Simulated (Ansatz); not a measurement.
Cd: distorted cells

The calculation used DFT PBEsol, scalar-relativistic, plane waves, PAW in Ansatz.

Plane waves to 420 eV, a k mesh through Γ of 15×15×4 on the computed 4-atom cell and Gaussian smearing (0.10 eV); no spin polarisation.

Reference cell:

```xyz
4
Lattice="3.0931 0.0000 0.0000 -1.5465 2.6787 0.0000 0.0000 0.0000 10.4307" Properties=species:S:1:pos:R:3 pbc="T T T"
Cd    0.0000    0.0000    0.0000
Cd    0.0000    1.7858    2.6077
Cd    0.0000    0.0000    5.2154
Cd    1.5465    0.8929    7.8231
```

Each variant moves atoms of this cell by the vectors given, if any (Å), and then applies a symmetric strain (tensor components, Cartesian axes). The reference cell isn't relaxed at this level. Energies are per atom at zero smearing, counted from the lowest variant. Pressure is positive in compression.

1. no strain; moves: Cd4 (0.044, -0.006, 0.002)
2. strain (xx yy zz yz xz xy, %) 3.19 3.19 0.19 0.00 0.00 0.00
3. strain (xx yy zz yz xz xy, %) -0.57 -0.57 -9.57 0.00 0.00 0.00

(1) Order the variants by energy, lowest first.

(2) Order them by pressure, highest first.

Results:

(1) 1 (0.0 meV/atom), 3 (20.5 meV/atom), 2 (27.4 meV/atom).

(2) 3 (5.73 GPa), 1 (-1.78 GPa), 2 (-4.29 GPa).